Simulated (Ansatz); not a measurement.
# Zn2CuAs2O8 in Ansatz, relaxation

The command:

```bash
ansatz run input.yaml --threads 2 --pin off --max-ram 2560MiB --backend cpu --events-out ev --progress --plain --runs-dir out
```

The input file (Ansatz 0.2.0, plane waves):

```yaml
crystal:
  lattice:
    - [5.06636223, 0.0, 0.0]
    - [0.37880311, 6.6505158, 0.0]
    - [-1.98459716, -1.70869335, 4.58166499]
  atoms:
    - { symbol: As, position: [0.8647, 0.2761, 0.138] }
    - { symbol: As, position: [0.1353, 0.7239, 0.862] }
    - { symbol: Zn, position: [0.2303, 0.1857, 0.7357] }
    - { symbol: Zn, position: [0.7697, 0.8143, 0.2643] }
    - { symbol: Cu, position: [0.5, 0.5, 0.5] }
    - { symbol: O, position: [0.6336, 0.1554, 0.7986] }
    - { symbol: O, position: [0.3664, 0.8446, 0.2014] }
    - { symbol: O, position: [0.1838, 0.3332, 0.129] }
    - { symbol: O, position: [0.8162, 0.6668, 0.871] }
    - { symbol: O, position: [0.733, 0.5045, 0.2921] }
    - { symbol: O, position: [0.267, 0.4955, 0.7079] }
    - { symbol: O, position: [0.9082, 0.1212, 0.3429] }
    - { symbol: O, position: [0.0918, 0.8788, 0.6571] }
kpoints:
  mp_grid: { grid: [4, 3, 4], shift: [0.5, 0.0, 0.0] }
magnetization:
  spin_polarized: false
scf:
  occupations: { method: gaussian, width: 0.1263 }
  lower_state_search: "off"
hamiltonian:
  pseudopotentials: { kind: paw }
  xc: r2scan
basis:
  ecutwfc: 500
  fft_grid_basis: typed
relax:
  max_steps: 80
  cell: { p_target: 20.0 }
  f_tol: 0.03
output:
  forces: true
  stress: true
  eigenvalues: true
  populations: true
  elf: true
  write_potential: true
  volumetric_format: npy
  dos:
    e_range: [-12, 8]
    de: 0.05
    projected: { site_lists: { As: [As], Cu: [Cu], O: [O], Zn: [Zn] } }
  bader: false
checkpoint:
  read: saved_state
```

Origin of the cell: a database entry, scaled a little.

The saved state is a converged single point of the same cell.

Excerpt of the output:

```
Pseudopotentials: kind: paw
Pseudopotential: As, paw, valence charge 15, recommended cutoff 500 eV (meta_gga), As.paw.azcp
Pseudopotential: Zn, paw, valence charge 12, recommended cutoff 500 eV (meta_gga), Zn.paw.azcp
Pseudopotential: Cu, paw, valence charge 19, recommended cutoff 500 eV (meta_gga), Cu.paw.azcp
Pseudopotential: O, paw, valence charge 6, recommended cutoff 500 eV (meta_gga), O.paw.azcp
Functional definition: r2SCAN
  exchange = r2scan_x(k0 = k0, k1 = k1, a1 = a1)
  correlation = r2scan_c
Crystal: 13 atoms, lattice volume = 154.374 Å³
Basis set: ecut = 500 eV, 3929 PW (Γ), exchange–correlation on 160×200×160 points (64 copies of the dense FFT grid, shifted against one another)
Bands: 74, of which v1, the nominal top of the filled ones, is band 61 counted from 1 (60 counted from 0)
[… 16 lines left out …]
Initial density: read from a saved state, or passed on in memory by an earlier SCF of this step, an earlier step, the calling program or the single point that the run made first
Functional: x = r2scan, c = r2scan; τ floored in thin density (d = 2e-4 eV/Å³)
SCF iter   1: F=-27557.279198 eV  HF=-27557.274908 eV  Δρ=1.33e-3  dr2=7.24e-4  dr2_τ=7.10e-4
SCF iter   2: F=-27557.279431 eV  HF=-27557.279618 eV  Δρ=3.89e-4  dr2=2.25e-4  dr2_τ=1.98e-5
SCF iter   3: F=-27557.279510 eV  HF=-27557.279562 eV  Δρ=2.13e-4  dr2=5.44e-5  dr2_τ=2.75e-6
SCF iter   4: F=-27557.279657 eV  HF=-27557.279683 eV  Δρ=1.47e-4  dr2=2.77e-5  dr2_τ=5.10e-7
SCF iter   5: F=-27557.279659 eV  HF=-27557.279682 eV  Δρ=1.39e-4  dr2=2.37e-5  dr2_τ=3.39e-7
SCF iter   6: F=-27557.279667 eV  HF=-27557.279680 eV  Δρ=1.07e-4  dr2=1.38e-5  dr2_τ=2.53e-7
SCF iter   7: F=-27557.279676 eV  HF=-27557.279678 eV  Δρ=5.09e-5  dr2=3.01e-6  dr2_τ=1.37e-7
SCF iter   8: F=-27557.279677 eV  HF=-27557.279678 eV  Δρ=3.39e-5  dr2=1.28e-6  dr2_τ=5.22e-8
SCF iter   9: F=-27557.279678 eV  HF=-27557.279678 eV  Δρ=1.88e-5  dr2=4.56e-7  dr2_τ=1.98e-8
SCF iter  10: F=-27557.279678 eV  HF=-27557.279678 eV  Δρ=1.07e-5  dr2=1.37e-7  dr2_τ=8.53e-9
SCF iter  11: F=-27557.279678 eV  HF=-27557.279678 eV  Δρ=3.45e-6  dr2=1.42e-8  dr2_τ=1.29e-9
relax step   1: F+E_penalty+E_count = -27557.279678 eV  Δ(F+E_penalty+E_count) = +0.000e0 eV  max|allowed force component| = 5.610e-1 eV/Å  Δτ_max = 0.0000 Å  P = +2.021 GPa  Ω = 154.374 Å³ […]
relax step   2: F+E_penalty+E_count = -27556.713595 eV  Δ(F+E_penalty+E_count) = +5.661e-1 eV  max|allowed force component| = 4.580e-1 eV/Å  Δτ_max = 0.1642 Å  P = +14.666 GPa  Ω = 139.421 Å³ […]
relax step   3: F+E_penalty+E_count = -27555.880340 eV  Δ(F+E_penalty+E_count) = +8.333e-1 eV  max|allowed force component| = 4.049e-1 eV/Å  Δτ_max = 0.1304 Å  P = +23.798 GPa  Ω = 130.961 Å³ […]
relax step   4: F+E_penalty+E_count = -27556.045552 eV  Δ(F+E_penalty+E_count) = -1.652e-1 eV  max|allowed force component| = 2.790e-1 eV/Å  Δτ_max = 0.2000 Å  P = +20.004 GPa  Ω = 130.460 Å³ […]
relax step   5: F+E_penalty+E_count = -27555.949037 eV  Δ(F+E_penalty+E_count) = +9.651e-2 eV  max|allowed force component| = 4.696e-1 eV/Å  Δτ_max = 0.1586 Å  P = +20.099 GPa  Ω = 129.285 Å³ […]
relax step   6: F+E_penalty+E_count = -27556.055612 eV  Δ(F+E_penalty+E_count) = -1.066e-1 eV  max|allowed force component| = 2.827e-1 eV/Å  Δτ_max = 0.0337 Å  P = +19.365 GPa  Ω = 129.969 Å³ […]
relax step   7: F+E_penalty+E_count = -27555.814274 eV  Δ(F+E_penalty+E_count) = +2.413e-1 eV  max|allowed force component| = 4.011e-1 eV/Å  Δτ_max = 0.1776 Å  P = +19.882 GPa  Ω = 127.761 Å³ […]
relax step   8: F+E_penalty+E_count = -27555.921064 eV  Δ(F+E_penalty+E_count) = -1.068e-1 eV  max|allowed force component| = 1.102e-1 eV/Å  Δτ_max = 0.0614 Å  P = +19.723 GPa  Ω = 128.491 Å³ […]
relax step   9: F+E_penalty+E_count = -27555.884108 eV  Δ(F+E_penalty+E_count) = +3.696e-2 eV  max|allowed force component| = 3.131e-2 eV/Å  Δτ_max = 0.0301 Å  P = +19.864 GPa  Ω = 128.174 Å³ […]
relax step  10: F+E_penalty+E_count = -27555.876072 eV  Δ(F+E_penalty+E_count) = +8.036e-3 eV  max|allowed force component| = 1.387e-2 eV/Å  Δτ_max = 0.0057 Å  P = +20.020 GPa  Ω = 128.107 Å³ […]
relax step  11: F+E_penalty+E_count = -27555.877328 eV  Δ(F+E_penalty+E_count) = -1.256e-3 eV  max|allowed force component| = 1.785e-3 eV/Å  Δτ_max = 0.0023 Å  P = +19.994 GPa  Ω = 128.117 Å³ […]
relax step  12: F+E_penalty+E_count = -27555.858164 eV  Δ(F+E_penalty+E_count) = +1.916e-2 eV  max|allowed force component| = 1.626e-3 eV/Å  Δτ_max = 0.0000 Å  P = +20.003 GPa  Ω = 128.117 Å³  stress off target by 3.68e-2 GPa […]
SCF 12 converged in 12 iterations: F = -27555.858164 eV  dr2 = 3.14e-11
basis re-selected at this cell: Δ(F+E_penalty+E_count) = +1.916e-2 eV, ΔP = +0.009 GPa vs the last step (what re-selecting the basis moved, of the pressure what is left beyond the Pulay corre […]
SCF converged after 12 iterations
Free energy (F): -27555.858164 eV
Harris-Foulkes:  -27555.858164 eV  (|F-HF|=2.55e-11)
Internal energy: -27555.813928 eV  (E = F + TS)
E sigma→0 (E₀):  -27555.836046 eV
Entropy (-TS):   -0.044236 eV (-3.403 meV/atom)
Fermi energy:    10.836927 eV
--- Per-component energies (eV) ---
  E_band       = -863.012389
  E_kinetic    = 2195.891424
  E_local      = -13963.880313  (includes V_loc(G=0)·N_el)
  E_nonlocal   = 708.280382
  E_hartree    = 6290.080490
  E_xc         = -1065.551429
  E_vxc        = -1244.204092  (∫ρ·V_xc dr)
  E_paw        = -10385.204721  (= ΣΔE_a)
  E_vpaw       = -1216.692791  (= ΣTr[D̂ρ^β])
  E_aug_tail   = 0.008192  (compensation charges beyond the density's cutoff)
  E_vtau       = 77.423932  (kinetic-family band-sum trace: ∫τ·v_τ [+ j·A + Jᵃ·Aᵃ] dr)
  E_ewald      = -11331.601265
  E_core_change = -3.836688  (= ΣΔE_core)
  E_smearing   = -0.044236  (= −TS)
  Σ components = -27555.858164   (vs F -27555.858164, Δ=0.00e0)
--- Forces (eV/Å), atoms counted from 1 ---
  atom   1  As    -0.000374     0.000163     0.000343
  atom   2  As     0.000374    -0.000163    -0.000343
  atom   3  Zn    -0.000348    -0.000653    -0.001378
  atom   4  Zn     0.000348     0.000653     0.001378
  atom   5  Cu     0.000000     0.000000     0.000000
  atom   6  O     -0.001194    -0.000265    -0.000051
  atom   7  O      0.001194     0.000265     0.000051
  atom   8  O      0.001625     0.001210     0.000501
  atom   9  O     -0.001625    -0.001210    -0.000501
  atom  10  O     -0.000920    -0.000933     0.000296
  atom  11  O      0.000920     0.000933    -0.000296
  atom  12  O      0.000429    -0.000174     0.000730
  atom  13  O     -0.000429     0.000174    -0.000730
  max |Σ_I F_I| component: 0.00e0 eV/Å
--- Stress (GPa, compression-positive) ---
       20.011208       0.025371       0.013304
        0.025379      19.992496      -0.017963
        0.013309      -0.017966      20.006045
  P = ⅓ Tr σ = 20.0032 GPa (200.032 kbar)
--- Relaxed structure (11 steps of the walk, 11 accepted, 1 SCFs on fresh bases) ---
  F+E_penalty+E_count = -27555.858164 eV   max|allowed force component| = 1.626e-3 eV/Å   (the final SCF, on the basis selected at the relaxed cell)
  cell:  # Å, volume = 128.1170 Å³
    - [4.898859, 0.325920, 0.187867]
    - [0.794108, 6.221496, -0.221142]
    - [-1.859010, -1.881901, 4.239980]
  atoms:
    - { symbol: As, position: [0.877109, 0.276473, 0.133226] }
    - { symbol: As, position: [0.122891, 0.723527, 0.866774] }
    - { symbol: Zn, position: [0.261135, 0.134944, 0.687368] }
    - { symbol: Zn, position: [0.738865, 0.865056, 0.312632] }
    - { symbol: Cu, position: [0.5, 0.500000, 0.500000] }
    - { symbol: O, position: [0.682452, 0.091920, 0.776075] }
    - { symbol: O, position: [0.317548, 0.908080, 0.223925] }
    - { symbol: O, position: [0.195515, 0.321096, 0.114477] }
    - { symbol: O, position: [0.804485, 0.678904, 0.885523] }
    - { symbol: O, position: [0.700926, 0.540359, 0.273723] }
    - { symbol: O, position: [0.299074, 0.459641, 0.726277] }
    - { symbol: O, position: [0.862306, 0.171385, 0.385574] }
    - { symbol: O, position: [0.137694, 0.828615, 0.614426] }
--- Löwdin populations: 13 sites ---
  site symbol       q [e]
     0     As     13.0461
     1     As     13.0461
     2     Zn     10.4491
     3     Zn     10.4491
     4     Cu     17.8374
     5      O      6.9402
     6      O      6.9402
     7      O      6.8798
     8      O      6.8798
     9      O      6.8837
    10      O      6.8837
    11      O      6.9725
    12      O      6.9725
  spilling = 0.006774 (of n_electrons = 121.000000)
```

Before:

Space group P-1 (No. 2); the run's cell has a = 5.066 Å, b = 6.661 Å, c = 5.277 Å, α = 110.16°, β = 112.09°, γ = 86.74°. Shortest distances: As–O 1.66 Å, Cu–O 1.90 Å, O–Zn 1.95 Å, O–O 2.60 Å, As–Zn 3.07 Å, As–Cu 3.11 Å.

After:

Space group P-1 (No. 2); the run's cell has a = 4.913 Å, b = 6.276 Å, c = 4.997 Å, α = 116.76°, β = 111.31°, γ = 79.01°. Shortest distances: As–O 1.66 Å, Cu–O 1.87 Å, O–Zn 1.94 Å, O–O 2.54 Å, As–Cu 2.81 Å, Zn–Zn 2.88 Å.

```yaml
Enthalpy_lowered_by: 142.8 meV/atom
Volume_change: -17.01 %
Final_pressure: 20.00 GPa
Relaxation_steps_listed: 12
```

Caveats: no moments, though an odd count or open d shells may carry them; the k mesh is coarse if the cell is a metal; the relaxation held the start's symmetry, so the end may be a saddle point.

The run took 270 s of wall time on 2 CPU thread(s) of a shared host, from a saved density.
